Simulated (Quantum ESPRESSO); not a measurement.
## One change at a time to Al3InTiW2Zr

Calculated results; nothing here was measured. They come from Quantum ESPRESSO 7.5, a public plane-wave density functional program. Each row is one single-point run on a made-up periodic cell of eight metal atoms, with elements, volume, strain and displacements drawn at random and not relaxed, so a cell may be unstable or far from any real phase. There is no spin polarisation or spin-orbit coupling.

Settings: PBE unless stated; PseudoDojo standard norm-conserving files; Fermi-Dirac width 0.25 eV, which means electrons at about 2900 K; cutoff 1143 eV; 5 x 5 x 4 k mesh shifted half a step off Gamma. E is the free energy of the whole cell (internal energy minus TS), so a -TS column is already part of it. Stress is positive in tension, and the pressure P is minus a third of its trace.

Checks: one run of this series was repeated at a higher cutoff and on a denser mesh, which moved values by no more than 0.002 eV, 0.02 GPa and 0.006 eV/Å, and a second program with other atomic files agreed on it to 2 % rms in force and 0.5 GPa in pressure. Known limits: heavy elements are run without spin-orbit coupling, which real alloys of them have; a spin test at this wide smearing found no moment, but such smearing suppresses magnetism that the real alloy may have.

The lattice is hexagonal close-packed, and the cell vectors in Å are (4.569, -2.638, 0.000); (-3.046, 0.000, -4.878); (3.046, 5.275, 0.000), a volume of 156.75 Å³ in run 1. The elements on sites 1 to 8 are Zr Ti Al Al In W Al W. Each later run makes one change to run 1 and keeps the rest. E is counted from run 1, and is n/a where other atomic files have another zero of energy.

| run | change | V (Å³) | P (GPa) | -TS (eV) | rms force (eV/Å) | largest change of a force component (eV/Å) | E (eV) |
|---|---|---|---|---|---|---|---|
| 1 | none | 156.75 | -11.66 | -1.345 | 0.443 | 0.000 | 0.000 |
| 2 | sites 4 and 5 exchanged | 156.75 | -11.55 | -1.344 | 0.424 | 0.623 | 0.033 |
| 3 | all lengths scaled by +1.05 % | 161.74 | -13.99 | -1.397 | 0.429 | 0.074 | 0.400 |
| 4 | PBEsol in place of PBE | 156.75 | -15.05 | -1.351 | 0.449 | 0.065 | n/a |
| 5 | Re on site 8 | 156.75 | -13.24 | -1.378 | 0.461 | 0.313 | n/a |
| 6 | site 3 moved by +0.17 Å along z | 156.75 | -11.39 | -1.347 | 0.506 | 0.876 | ? |

## Worked estimate

Along the move dE = -F dx. The force on site 3 along z is -0.339 eV/Å in run 1 and -1.215 eV/Å in run 6, and the move is +0.17 Å, so the mean force times the move gives an estimate.

## Withheld value

Question: what E should run 6 give?

The estimate is 0.132 eV. The calculation gave 0.131 eV.
